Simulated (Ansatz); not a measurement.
Al:
```cif
data_Al
_chemical_formula_sum 'Al1'
_space_group_name_H-M_alt 'P 1'
_space_group_IT_number 1
_cell_length_a 2.81677
_cell_length_b 2.81677
_cell_length_c 2.81677
_cell_angle_alpha 60.000
_cell_angle_beta 60.000
_cell_angle_gamma 60.000
loop_
_space_group_symop_operation_xyz
  'x, y, z'
loop_
_atom_site_label
_atom_site_type_symbol
_atom_site_fract_x
_atom_site_fract_y
_atom_site_fract_z
_atom_site_occupancy
Al1 Al 0.00000 0.00000 0.00000 1
```

Relaxed with LDA.

### Question
Which orbitals make up the states near the Fermi level in the program Ansatz at the LDA level (PAW)?

### Answer
Within 0.5 eV of the Fermi level: Al 3p 64 %, Al 3s 30 %, outside the projected shells 5 %. Projections are on Löwdin-orthogonalised atomic valence shells; empty p or d shells of many metals are not among them.

### Question
Tabulate the density of states.

### Answer
States/eV per cell of 1 atom, in 0.25 eV bins, energy from the Fermi level.

| E (eV) | total | Al 3p | Al 3s |
|---|---|---|---|
| -7.85 | 0.21 | 0.15 | 0.07 |
| -7.60 | 0.22 | 0.15 | 0.07 |
| -7.35 | 0.23 | 0.16 | 0.07 |
| -7.10 | 0.24 | 0.16 | 0.07 |
| -6.85 | 0.25 | 0.17 | 0.08 |
| -6.60 | 0.25 | 0.17 | 0.08 |
| -6.35 | 0.26 | 0.18 | 0.08 |
| -6.10 | 0.27 | 0.18 | 0.08 |
| -5.85 | 0.28 | 0.19 | 0.08 |
| -5.60 | 0.28 | 0.20 | 0.08 |
| -5.35 | 0.29 | 0.20 | 0.09 |
| -5.10 | 0.30 | 0.21 | 0.09 |
| -4.85 | 0.32 | 0.23 | 0.09 |
| -4.60 | 0.31 | 0.23 | 0.08 |
| -4.35 | 0.30 | 0.22 | 0.07 |
| -4.10 | 0.31 | 0.22 | 0.09 |
| -3.85 | 0.33 | 0.23 | 0.10 |
| -3.60 | 0.33 | 0.23 | 0.10 |
| -3.35 | 0.35 | 0.25 | 0.10 |
| -3.10 | 0.37 | 0.27 | 0.10 |
| -2.85 | 0.38 | 0.27 | 0.10 |
| -2.60 | 0.37 | 0.26 | 0.10 |
| -2.35 | 0.36 | 0.26 | 0.09 |
| -2.10 | 0.35 | 0.25 | 0.09 |
| -1.85 | 0.32 | 0.22 | 0.09 |
| -1.60 | 0.34 | 0.25 | 0.09 |
| -1.35 | 0.36 | 0.25 | 0.10 |
| -1.10 | 0.38 | 0.25 | 0.11 |
| -0.85 | 0.41 | 0.28 | 0.11 |
| -0.60 | 0.38 | 0.26 | 0.10 |
| -0.35 | 0.36 | 0.25 | 0.09 |
| -0.10 | 0.36 | 0.23 | 0.12 |
| 0.15 | 0.40 | 0.25 | 0.13 |
| 0.40 | 0.42 | 0.26 | 0.13 |
| 0.65 | 0.42 | 0.27 | 0.13 |
| 0.90 | 0.41 | 0.26 | 0.12 |
| 1.15 | 0.41 | 0.26 | 0.12 |
| 1.40 | 0.41 | 0.26 | 0.12 |
| 1.65 | 0.43 | 0.27 | 0.12 |
| 1.90 | 0.43 | 0.26 | 0.13 |
| 2.15 | 0.44 | 0.27 | 0.13 |
| 2.40 | 0.44 | 0.27 | 0.13 |
| 2.65 | 0.45 | 0.27 | 0.13 |
| 2.90 | 0.46 | 0.28 | 0.13 |
| 3.15 | 0.46 | 0.28 | 0.12 |
| 3.40 | 0.47 | 0.28 | 0.12 |
| 3.65 | 0.47 | 0.29 | 0.12 |
| 3.90 | 0.47 | 0.29 | 0.12 |
| 4.15 | 0.48 | 0.30 | 0.12 |
| 4.40 | 0.49 | 0.30 | 0.12 |
| 4.65 | 0.50 | 0.31 | 0.11 |

Space group Fm-3m (fcc (Cu type)). The cell was relaxed with LDA under the symmetry of its start.

Potentials: the later of the program's two PAW sets.
